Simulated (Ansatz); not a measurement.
CsSnI3:
```yaml
crystal:
  lattice:
    - [10.12189, 0.00000, 0.00000]
    - [0.00000, 4.60897, 0.00000]
    - [0.00000, 0.00000, 17.18386]
  atoms:
    - { symbol: Cs, position: [0.91510, 0.75000, 0.67074] }
    - { symbol: Cs, position: [0.58490, 0.25000, 0.17074] }
    - { symbol: Cs, position: [0.41510, 0.75000, 0.82926] }
    - { symbol: Cs, position: [0.08490, 0.25000, 0.32926] }
    - { symbol: I, position: [0.53465, 0.75000, 0.61708] }
    - { symbol: I, position: [0.96535, 0.25000, 0.11708] }
    - { symbol: I, position: [0.03465, 0.75000, 0.88292] }
    - { symbol: I, position: [0.46535, 0.25000, 0.38292] }
    - { symbol: I, position: [0.16008, 0.75000, 0.50025] }
    - { symbol: I, position: [0.33992, 0.25000, 0.00025] }
    - { symbol: I, position: [0.66008, 0.75000, 0.99975] }
    - { symbol: I, position: [0.83992, 0.25000, 0.49975] }
    - { symbol: I, position: [0.20070, 0.25000, 0.71251] }
    - { symbol: I, position: [0.29930, 0.75000, 0.21251] }
    - { symbol: I, position: [0.70070, 0.25000, 0.78749] }
    - { symbol: I, position: [0.79930, 0.75000, 0.28749] }
    - { symbol: Sn, position: [0.34233, 0.25000, 0.56069] }
    - { symbol: Sn, position: [0.15767, 0.75000, 0.06069] }
    - { symbol: Sn, position: [0.84233, 0.25000, 0.93931] }
    - { symbol: Sn, position: [0.65767, 0.75000, 0.43931] }
```

Relaxed with LDA. Special points in fractions of this cell's reciprocal vectors: Γ (0.000, 0.000, 0.000); X (0.500, 0.000, 0.000); S (0.500, 0.500, 0.000); Y (0.000, 0.500, 0.000); Z (0.000, 0.000, 0.500); U (0.500, 0.000, 0.500); R (0.500, 0.500, 0.500); T (0.000, 0.500, 0.500).

Problem. List the band energies nearest the valence-band maximum at these points for DFT-LDA in the program Ansatz with PAW potentials.

Solution. In eV from the valence-band maximum; about four levels below and three above (degenerate sets whole), none deeper than 8.9 eV; points with the same levels are listed once.

```
k                    below                above
-  -----------------------  -------------------
Γ  -0.91 -0.84 -0.61 -0.13       1.95 2.07 2.09
X  -0.98 -0.98 -0.13 -0.13  1.84 1.84 2.08 2.08
S  -0.36 -0.36 -0.36 -0.36  2.79 2.79 2.79 2.79
Y  -0.97 -0.97 -0.28 -0.28  2.71 2.71 2.98 2.98
Z  -0.87 -0.87 -0.38 -0.38  1.98 1.98 2.15 2.15
U  -0.95 -0.95 -0.17 -0.17  1.84 1.84 2.06 2.06
R  -0.34 -0.34 -0.34 -0.34  2.77 2.77 2.77 2.77
T  -0.85 -0.85 -0.40 -0.40  2.71 2.71 3.02 3.02
```

Space group Pnma. The LDA relaxation kept the symmetry of its start. Spin–orbit coupling is left out wherever it is not named.

Potentials: the later of the program's two PAW sets.
